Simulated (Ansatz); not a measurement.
# Computed properties of RuW

RuW:
```xyz
2
Lattice="2.7405 0.0000 0.0000 -1.3702 2.3733 0.0000 0.0000 0.0000 4.3888" Properties=species:S:1:pos:R:3 pbc="T T T"
Ru     0.0000     0.0000     2.1944
W      1.3702     0.7911     0.0000
```

Space group P-6m2 (No. 187); conventional cell a = b = 2.7405 Å, c = 4.3888 Å, α = β = 90.00°, γ = 120.00°.

Method: plane-wave PAW LDA (Ansatz code). Structure relaxed to zero pressure with the same functional. Other levels are named where they apply.

Cell and energy:

- Volume per atom: 14.27 Å³
- Density: 16.57 g/cm³
- Formation energy from the elements (no fitted shifts): 0.083 eV/atom

Electronic structure:

- Electronic character = metallic (no gap)
- Density of states at the Fermi level = 0.82 states/eV per atom (mean over ±0.08 eV)

Mechanics:

- Bulk modulus (Birch–Murnaghan fit): 340 GPa
- Pressure derivative B′: 4.4
- Elastic constants (relaxed ions, GPa): C11 = 517, C12 = 290, C13 = 200, C33 = 647, C44 = 126
- Mechanical stability: stable (all eigenvalues of C positive)
- Hill bulk and shear moduli: 340 and 136 GPa
- Young's modulus: 359 GPa
- Poisson's ratio: 0.32
- Debye temperature from the elastic constants: 393 K

Phonons:

- Highest zone-centre frequency: 172 cm⁻¹
- Zone-centre stability: no imaginary mode at Γ

The workflow started from a Materials Project entry (that database holds measured and hypothetical structures alike); the Crystallography Open Database copy checked does not list it. With Ru and W taken as one species the cell has the higher symmetry P6_3/mmc, so it may be an ordered model of a mixed-site phase. Its standing as an ambient phase is unchecked. The cell was relaxed with LDA under the symmetry of its start. No spin polarisation was allowed. As this level gives no gap, shear constants depend on the k-mesh and smearing (Fermi–Dirac, 0.1 eV here). As this level gives no gap, phonon frequencies hold no LO–TO term and depend on the k-mesh and smearing (Fermi–Dirac, 0.1 eV here). Axis ratios of metals converge slowly with the k-mesh, so a and c are less sure than the volume. The references are the lowest solids computed at this level, not always the standard phases. Spin–orbit coupling is left out wherever it is not named.

Potentials: the later of the program's two PAW sets.
